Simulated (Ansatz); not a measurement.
MoI3: frozen-core PAW against all-electron methods

```xyz
4
Lattice="5.4521 0.0000 0.0000 0.0000 5.4521 0.0000 0.0000 0.0000 5.4521" Properties=species:S:1:pos:R:3 pbc="T T T"
Mo    0.0000    0.0000    0.0000
I     2.7260    0.0000    0.0000
I     0.0000    2.7260    0.0000
I     0.0000    0.0000    2.7260
```

Atoms are numbered in the order listed.

The structure comes from a relaxation in the same program, started in the ReO3 type, and has space group Pm-3m. Whether it is a known phase or the ground state wasn't checked.

Spin polarisation is left out, and whether a magnetic state lies lower isn't shown here.

No spin–orbit coupling, which matters for the heavy atoms here.

All numbers are computed: DFT, PBEsol, PAW with Ansatz's default frozen-core files, scalar-relativistic (Ansatz 0.2.0); DFT, PBEsol, all-electron PAW with datasets made for the crystal, scalar-relativistic (Ansatz 0.2.0); DFT, PBEsol, all-electron LAPW, scalar-relativistic (Ansatz 0.2.0).

For PAW: a Γ-centred 7×7×7 k mesh, Fermi–Dirac smearing of 0.08 eV, cutoff 420 eV, no spin polarisation; the PAW files were made with PBE, and the program remakes their frozen cores for this functional. The crystal-made all-electron datasets (AE datasets) take a cutoff of 240 eV at this cell. LAPW targets a basis error of 1 meV/atom. The Ansatz runs share mesh, smearing and spin set-up. Plane-wave (PAW) pressures include the program's estimate of the Pulay term.

Stress and pressure are positive in compression.

No spin–orbit coupling: at heavy atoms the gradients can be off by tens of per cent for that reason.

In a metal, gradients converge slowly with the k mesh: the values move by tens of per cent from one mesh to another, at times in sign, so only the comparison on one mesh counts.

Levels count from the Fermi level.

```tsv
quantity	PAW	AE datasets	LAPW
pressure (GPa)	0.02	0.02	0.02
highest filled level at R (eV)	-0.813	-0.814	-0.814
lowest empty level at R (eV)	0.441	0.441	0.441
highest filled level at X (eV)	-0.256	-0.255	-0.255
lowest empty level at X (eV)	0.334	0.334	0.334
field gradient Vzz at I2 (10²¹ V/m²)	50.95	51.18	–
```

PAW's pressure differs from the LAPW value by about 0.01 GPa or less.
